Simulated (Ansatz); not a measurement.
A distorted cell of HfO₂ (fluorite):

```
CELL_PARAMETERS angstrom
      0.00000     2.54906     2.54906
      2.54906     0.00000     2.54906
      2.54906     2.54906     0.00000
ATOMIC_POSITIONS crystal
  Hf 0.00656 0.00656 0.99344
  O  0.21338 0.21338 0.28662
  O  0.71338 0.71338 0.78662
```

All values below come from PBE (plane waves to 420 eV, PAW, scalar-relativistic; Ansatz, a first-principles code). k mesh 11×11×11 (Γ-centred), Fermi-Dirac smearing 0.05 eV. Compression counts positive. HfO2 is run without spin polarisation. HfO2 was relaxed with its symmetry unable to fall. Spin-orbit coupling is left out, though Hf is heavy. The PAW data are Ansatz's earlier set. This is a high-temperature form of HfO2.

### Question
What forces act on the atoms (eV/Å, Cartesian)?

### Answer
```
atom     Fx     Fy      Fz
----  -----  -----  ------
Hf1   0.000  0.000  -1.425
O2    0.000  0.000   0.713
O3    0.000  0.000   0.713
```

### Question
Give the stress tensor in GPa and the pressure.

### Answer
```
    5.0      0.0      0.0
    0.0      5.0      0.0
    0.0      0.0      4.8
```
The pressure, a third of the trace, is 5.0 GPa.

(For displaced atoms, the force is minus the slope of the energy, and its curvature is a force constant, which sets phonon frequencies.)
